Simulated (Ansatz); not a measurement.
Trial structure of Si5Se, not yet relaxed:

```yaml
crystal:
  lattice:
    - [0.00000, 3.75126, 3.75126]
    - [3.75126, 0.00000, 3.75126]
    - [3.75126, 3.75126, 0.00000]
  atoms:
    - { symbol: Si, position: [0.25000, 0.25000, 0.25000] }
    - { symbol: Si, position: [0.62426, 0.12721, 0.62426] }
    - { symbol: Si, position: [0.62426, 0.62426, 0.12721] }
    - { symbol: Si, position: [0.62426, 0.62426, 0.62426] }
    - { symbol: Si, position: [0.12721, 0.62426, 0.62426] }
    - { symbol: Se, position: [0.00000, 0.00000, 0.00000] }
```

These are results of DFT PBE, scalar-relativistic, plane waves, PAW in Ansatz 0.2.0, not measurements. Plane waves to 420 eV, a k mesh through Γ of 4×4×4 on the computed 6-atom cell and Gaussian smearing (0.10 eV); no spin polarisation.

Formation energies are uncorrected and refer to the elements' standard structures at the same level.

Q: Estimate its pressure, forces and energy as it stands.

A: The pressure is -3.9 GPa (it wants to contract), the largest force is 0.02 eV/Å, and the energy is +0.68 eV/atom against the elements. The shortest distance is 2.64 Å.

Q: How much does it gain on relaxing, and where does it end?

A: Relaxing gains under 0.1 eV/atom (the start's value is from the coarse mesh, so the gain is rough) in 7 ionic steps and ends at +0.63 eV/atom on the finer mesh. The symmetry stays F-43m (No. 216). The volume per atom shrinks by 6.7 %, from 17.6 to 16.4 Å³. The shortest distance goes from 2.64 Å (Si–Si) to 2.59 Å (Si–Si). Conventional cell: a = 7.331 Å. Si on a site of symmetry -43m has 12 Si at 3.04 Å and 4 Se at 3.17 Å; Si on a site of symmetry 3m has 6 Si at 2.59 Å, 3 Si at 3.04 Å and 3 Se at 3.04 Å; Se is surrounded by 16 Si at 3.04–3.17 Å.

The last run used a 10×10×10 mesh for its 6-atom cell and Gaussian smearing of 0.10 eV. The reference form of Se is held partly by dispersion forces, which this level lacks. The relaxation can't lower the symmetry of the start. A structure relaxed within its symmetry needn't be a true minimum. Another cell of Si5Se relaxed alike, in P4/mmm, lies 122 meV/atom lower, so this cell isn't the stable form at this level.
